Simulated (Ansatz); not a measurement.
Ag$_{2}$S:
```yaml
crystal:
  lattice:
    - [4.06876, 0.00000, 0.00000]
    - [0.00000, 6.43042, 0.00000]
    - [-3.83791, 0.00000, 4.41500]
  atoms:
    - { symbol: Ag, position: [0.18964, 0.40234, 0.45487] }
    - { symbol: Ag, position: [0.18964, 0.59766, 0.95487] }
    - { symbol: Ag, position: [0.19836, 0.95026, 0.28442] }
    - { symbol: Ag, position: [0.19836, 0.04974, 0.78442] }
    - { symbol: S, position: [0.86204, 0.73909, 0.44822] }
    - { symbol: S, position: [0.86204, 0.26091, 0.94822] }
```

Relaxed with PBEsol. Special points in fractions of this cell's reciprocal vectors: Γ (0.000, 0.000, 0.000); Z (0.000, 0.500, 0.000); D (0.000, 0.500, 0.500); B (0.000, 0.000, 0.500); A (-0.500, 0.000, 0.500); E (-0.500, 0.500, 0.500); C2 (-0.500, 0.500, 0.000); Y2 (-0.500, 0.000, 0.000).

Question: List the band energies nearest the Fermi level at these points for DFT-PBEsol in the program Ansatz with PAW potentials.

Answer: In eV from the Fermi level; about four levels below and three above (degenerate sets whole), none deeper than 8.9 eV; points with the same levels are listed once.

```
k                     below                above
--  -----------------------  -------------------
Γ   -1.77 -0.77 -0.70 -0.24       0.04 0.92 3.38
Z   -1.90 -1.56 -0.62 -0.39       1.20 1.58 3.44
D   -1.23 -1.23 -0.77 -0.77  1.31 1.31 4.32 4.32
B   -2.02 -2.02 -0.79 -0.79  2.52 2.52 3.87 3.87
A   -1.81 -1.81 -0.96 -0.96  2.31 2.31 3.70 3.70
E   -1.08 -1.08 -0.79 -0.79  1.14 1.14 4.30 4.30
C2  -2.67 -2.35 -2.00 -1.45       2.75 2.96 3.96
Y2  -2.34 -1.86 -1.53 -1.25       1.21 1.36 1.84
```

Space group Pc. The workflow started from a Materials Project entry (that database holds measured and hypothetical structures alike); the Crystallography Open Database copy checked does not list it. COD files the formula under space group No. 4, 14, so this cell is another polymorph or a model. Whether it is the stable phase at ambient conditions was not checked. The PBEsol relaxation kept the symmetry of its start; its stability against distortions is not shown here. The run is not spin-polarised. The Fermi level of a semimetal is unsure by some 0.05 eV on such meshes. Spin–orbit coupling is left out wherever it is not named.

Potentials: the later of the program's two PAW sets.
